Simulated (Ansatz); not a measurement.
Input, command and steps of an Ansatz relaxation.

```yaml
crystal:
  lattice:
    - [0.0, 4.1852070506, 4.1852070506]
    - [4.1852070506, 0.0, 4.1852070506]
    - [4.1852070506, 4.1852070506, 0.0]
  atoms:
    - { symbol: Ca, position: [0.625, 0.625, 0.625] }
    - { symbol: Ca, position: [0.125, 0.625, 0.625] }
    - { symbol: Ca, position: [0.625, 0.625, 0.125] }
    - { symbol: Ca, position: [0.625, 0.125, 0.625] }
    - { symbol: Zr, position: [0.0, 0.0, 0.0] }
    - { symbol: Zr, position: [0.25, 0.25, 0.25] }
basis:
  ecutwfc: 420
kpoints:
  mp_grid: { grid: [4, 4, 4] }
hamiltonian:
  xc: pbe
scf:
  occupations: { method: gaussian, width: 0.1 }
  lower_state_search: "off"
output:
  forces: true
  stress: true
  eigenvalues: true
relax:
  adjacent_minimum: "off"
  f_tol: 0.04
  max_steps: 70
  cell: { stress_tol: 0.4 }
```

```bash
ansatz run input.yaml --threads 1 --pin off --max-ram 2560MiB --backend cpu --events-out ev --progress --plain --runs-dir out
```

These are results of DFT PBE, scalar-relativistic, plane waves, PAW (Ansatz), not measurements.

Of 5 frames 5 are shown, positions in Å and forces in eV/Å; the SCF threshold varies from step to step. Steps run on the plane waves of an earlier cell, with a Pulay correction in the pressure. The basis is chosen afresh for the last frame, the zero of the energies, and at times for earlier ones too; energy and pressure step there, also at an unchanged geometry.

```xyz
6
Lattice="0.0000 4.1852 4.1852 4.1852 0.0000 4.1852 4.1852 4.1852 0.0000" Properties=species:S:1:pos:R:3:forces:R:3 pbc="T T T" step=1 free_energy_over_end_meV_per_atom=270.07 pressure_GPa=12.80
Ca    5.2315    5.2315    5.2315    0.0000    0.0000    0.0000
Ca    5.2315    3.1389    3.1389    0.0000    0.0000    0.0000
Ca    3.1389    3.1389    5.2315    0.0000    0.0000    0.0000
Ca    3.1389    5.2315    3.1389    0.0000    0.0000    0.0000
Zr    0.0000    0.0000    0.0000    0.0000    0.0000    0.0000
Zr    2.0926    2.0926    2.0926    0.0000    0.0000    0.0000
6
Lattice="0.0000 4.3892 4.3892 4.3892 0.0000 4.3892 4.3892 4.3892 0.0000" Properties=species:S:1:pos:R:3:forces:R:3 pbc="T T T" step=2 free_energy_over_end_meV_per_atom=67.11 pressure_GPa=5.21
Ca    5.4865    5.4865    5.4865    0.0000    0.0000    0.0000
Ca    5.4865    3.2919    3.2919    0.0000    0.0000    0.0000
Ca    3.2919    3.2919    5.4865    0.0000    0.0000    0.0000
Ca    3.2919    5.4865    3.2919    0.0000    0.0000    0.0000
Zr    0.0000    0.0000    0.0000    0.0000    0.0000    0.0000
Zr    2.1946    2.1946    2.1946    0.0000    0.0000    0.0000
6
Lattice="0.0000 4.5548 4.5548 4.5548 0.0000 4.5548 4.5548 4.5548 0.0000" Properties=species:S:1:pos:R:3:forces:R:3 pbc="T T T" step=3 free_energy_over_end_meV_per_atom=5.05 pressure_GPa=1.10
Ca    5.6935    5.6935    5.6935    0.0000    0.0000    0.0000
Ca    5.6935    3.4161    3.4161    0.0000    0.0000    0.0000
Ca    3.4161    3.4161    5.6935    0.0000    0.0000    0.0000
Ca    3.4161    5.6935    3.4161    0.0000    0.0000    0.0000
Zr    0.0000    0.0000    0.0000    0.0000    0.0000    0.0000
Zr    2.2774    2.2774    2.2774    0.0000    0.0000    0.0000
6
Lattice="0.0000 4.6036 4.6036 4.6036 0.0000 4.6036 4.6036 4.6036 0.0000" Properties=species:S:1:pos:R:3:forces:R:3 pbc="T T T" step=4 free_energy_over_end_meV_per_atom=1.19 pressure_GPa=0.14
Ca    5.7545    5.7545    5.7545    0.0000    0.0000    0.0000
Ca    5.7545    3.4527    3.4527    0.0000    0.0000    0.0000
Ca    3.4527    3.4527    5.7545    0.0000    0.0000    0.0000
Ca    3.4527    5.7545    3.4527    0.0000    0.0000    0.0000
Zr    0.0000    0.0000    0.0000    0.0000    0.0000    0.0000
Zr    2.3018    2.3018    2.3018    0.0000    0.0000    0.0000
6
Lattice="0.0000 4.6036 4.6036 4.6036 0.0000 4.6036 4.6036 4.6036 0.0000" Properties=species:S:1:pos:R:3:forces:R:3 pbc="T T T" step=5 free_energy_over_end_meV_per_atom=0.00 pressure_GPa=0.20
Ca    5.7545    5.7545    5.7545    0.0000    0.0000    0.0000
Ca    5.7545    3.4527    3.4527    0.0000    0.0000    0.0000
Ca    3.4527    3.4527    5.7545    0.0000    0.0000    0.0000
Ca    3.4527    5.7545    3.4527    0.0000    0.0000    0.0000
Zr    0.0000    0.0000    0.0000    0.0000    0.0000    0.0000
Zr    2.3018    2.3018    2.3018    0.0000    0.0000    0.0000
```

The start puts this composition into another compound's structure type, which needn't suit it. The cell swells from 24.4 to 32.5 Å³ an atom, so the end can be far from any stable crystal. At the end the space group is Fd-3m (tolerance 0.05 Å).

Time: 8.8 s on 1 thread of Intel(R) Xeon(R) 6975P-C (Granite Rapids) (shared host), peak memory 0.48 GiB.

The k mesh is coarse.